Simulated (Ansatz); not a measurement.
As:
```xyz
2
Lattice="0.0000 3.0283 3.0283 3.0283 0.0000 3.0283 3.0283 3.0283 0.0000" Properties=species:S:1:pos:R:3 pbc="T T T"
As     0.0000     0.0000     0.0000
As     1.5141     1.5141     1.5141
```

Relaxed with r²SCAN.

Map the valence electron density (e/Å³), cut off at 1 on the plane through (0.000, 0.000, 0.000) spanned by u = [1, 0, 0] and v = [-1, 1, 1] in lattice vectors, from the program Ansatz at the r²SCAN level (PAW).

x is the fraction of u, y of v (the angle between them is 90°; rows are the nearest grid lines); atoms in the plane: As at (0.00, 0.00), As at (0.50, 0.25).
```
y \ x   0.000  0.0952  0.190  0.286  0.381  0.476  0.524  0.619  0.714  0.810  0.905   1.00
------  -----  ------  -----  -----  -----  -----  -----  -----  -----  -----  -----  -----
1.00     1.00    1.00  0.868  0.265  0.134  0.107  0.107  0.134  0.265  0.868   1.00   1.00
0.933    1.00    1.00  0.555  0.178  0.070  0.044  0.044  0.070  0.178  0.555   1.00   1.00
0.833   0.420   0.327  0.168  0.069  0.030  0.019  0.019  0.030  0.069  0.167  0.327  0.420
0.767   0.138   0.114  0.069  0.036  0.020  0.014  0.014  0.020  0.036  0.069  0.114  0.138
0.700   0.053   0.047  0.033  0.023  0.017  0.015  0.016  0.017  0.023  0.033  0.047  0.053
0.600   0.020   0.020  0.020  0.022  0.027  0.030  0.030  0.027  0.022  0.020  0.020  0.020
0.533   0.015   0.016  0.022  0.035  0.053  0.065  0.065  0.053  0.035  0.022  0.016  0.015
0.467   0.015   0.019  0.034  0.072  0.132  0.178  0.178  0.132  0.072  0.034  0.019  0.015
0.400   0.020   0.028  0.065  0.168  0.370  0.567  0.567  0.369  0.168  0.065  0.028  0.020
0.300   0.053   0.070  0.155  0.463   1.00   1.00   1.00   1.00  0.463  0.155  0.069  0.053
0.233   0.138   0.150  0.235  0.589   1.00   1.00   1.00   1.00  0.589  0.235  0.150  0.138
0.167   0.420   0.377  0.349  0.506   1.00   1.00   1.00   1.00  0.506  0.349  0.377  0.420
0.0667   1.00    1.00  0.665  0.343  0.292  0.314  0.314  0.292  0.342  0.665   1.00   1.00
0.000    1.00    1.00  0.868  0.265  0.134  0.107  0.107  0.134  0.265  0.868   1.00   1.00
```

The density is the valence pseudo-density with augmentation charge, so density and ELF within about 1 Å of a nucleus are not all-electron values.

Space group Fd-3m (diamond). The start of the workflow was typed in or built on a structure type; neither database checked (COD, Materials Project) lists it. It is not the phase usual at ambient conditions (space group No. 166). Symmetry was held in the r²SCAN relaxation. At this level the phase is mechanically unstable.

Potentials: the later of the program's two PAW sets.
